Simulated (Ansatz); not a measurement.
CoW (rock salt, Fm-3m) under volume change, PBEsol (plane waves, PAW; program Ansatz), scaled uniformly.

| V (Å³/atom) | E − E(relaxed) (meV/atom) | P (GPa) |
|---|---|---|
| 12.737 | 107.5 | 29.75 |
| 13.157 | 45.1 | 18.18 |
| 13.577 | ___ | ___ |
| 13.996 | 0.0 | -0.01 |
| 14.416 | 9.6 | -7.11 |
| 14.836 | ___ | ___ |
| 15.256 | 77.7 | -18.27 |

### Question
Some entries are withheld; supply them.

### Answer

- 13.577, E − E(relaxed) (meV/atom): 10.6
- 13.577, P (GPa): 8.35
- 14.836, E − E(relaxed) (meV/atom): 36.3
- 14.836, P (GPa): -13.15

### Question
What does a third-order Birch–Murnaghan fit give for V₀, B₀ and B′?

### Answer
V₀ = 14.00 Å³/atom, B₀ = 256 GPa, B′ = 4.4.

The start of the workflow was typed in or built on a structure type; neither database checked (COD, Materials Project) lists it. Its standing as an ambient phase is unchecked. The cell was relaxed with PBEsol under the symmetry of its start. At this level the phase is mechanically unstable. The workflow began spin-polarised and lost its moments. Its formation energy is positive at this level, so the cell may be metastable or incomplete. Scalar-relativistic: spin–orbit coupling is off unless named, which matters more the heavier the elements.

Potentials: the earlier of the program's two PAW sets.
